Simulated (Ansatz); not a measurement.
# AgW: computed property card

AgW:
```
AgW
1.0
    3.19422     0.00000     0.00000
    0.00000     3.19422     0.00000
    0.00000     0.00000     3.19422
Ag W
1 1
Direct
  0.00000   0.00000   0.00000
  0.50000   0.50000   0.50000
```

Space group Pm-3m (No. 221), CsCl type; conventional cell a = 3.194 Å, b = 3.194 Å, c = 3.194 Å, α = 90.00°, β = 90.00°, γ = 90.00°.

Method: r²SCAN in the plane-wave PAW code Ansatz. The cell and atoms are relaxed at this level. Other levels are named where they apply.

### Cell and energy

Volume per atom: 16.30 Å³
Density: 14.86 g/cm³
Formation energy from the elements (no fitted shifts): 1.29 eV/atom

### Electronic structure

- Electronic character = metallic (no gap)
- Density of states at the Fermi level = 1.4 states/eV per atom (mean over ±0.08 eV)
- Gap with spin–orbit coupling = none (metallic)

### Mechanics

* **Bulk modulus (Birch–Murnaghan fit)**: 218 GPa
* **Pressure derivative B′**: 4.9
* **Elastic constants (relaxed ions, GPa)**: C11 = 61.6, C12 = 296, C44 = 139
* **Mechanical stability**: unstable (C has a negative eigenvalue)

### Charges

- Bader charges = Ag -0.57, W +0.57 e

The start of the workflow was typed in or built on a structure type; neither database checked (COD, Materials Project) lists it. Whether it is the stable phase at ambient conditions was not checked. The cell was relaxed with r²SCAN under the symmetry of its start. No spin polarisation was allowed. Its formation energy is positive at this level, so the cell may be metastable or incomplete. As this level gives no gap, shear constants depend on the k-mesh and smearing (Fermi–Dirac, 0.1 eV here). The references are the lowest solids computed at this level, not always the standard phases. Spin–orbit coupling is left out wherever it is not named.

Potentials: the earlier of the program's two PAW sets.
